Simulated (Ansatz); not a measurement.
## Relaxing a structure of Ti

The start is a generated cell, Ti placed in the bcc structure type. The cell and all atomic positions are relaxed at zero pressure with r2SCAN (plane waves to 500 eV, PAW, scalar-relativistic; Ansatz, a quantum-chemistry and plane-wave program). The first steps use a coarse 14×14×14 k-mesh.

The start:
```
CELL_PARAMETERS angstrom
     -1.64028     1.64028     1.64028
      1.64028    -1.64028     1.64028
      1.64028     1.64028    -1.64028
ATOMIC_POSITIONS crystal
  Ti 0.00000 0.00000 0.00000
```

```yaml
outcome: The space group stays Im-3m (No. 229) (the run could not lower it); the end is bcc (W type), with 1 atom in the primitive cell
band_gap_at_the_end: no gap (metallic)
optimiser_moves: 4
```

Final structure:

Space group Im-3m (No. 229); a = b = c = 3.2529 Å, α = β = γ = 90.00°

```
atom  site  symmetry       x       y       z
----  ----  --------  ------  ------  ------
Ti      2a      m-3m  0.0000  0.0000  0.0000
```
(The calculation used a cell of 1 atom; values per cell refer to that cell.)

Final values are on a 20×20×20 k-mesh of the relaxed cell. No spin polarisation in the result.

The run could not lower the symmetry of its start; a shaken copy of this end point relaxes with r2SCAN to P6₃/mmc (No. 194), 0.14 eV/atom lower.
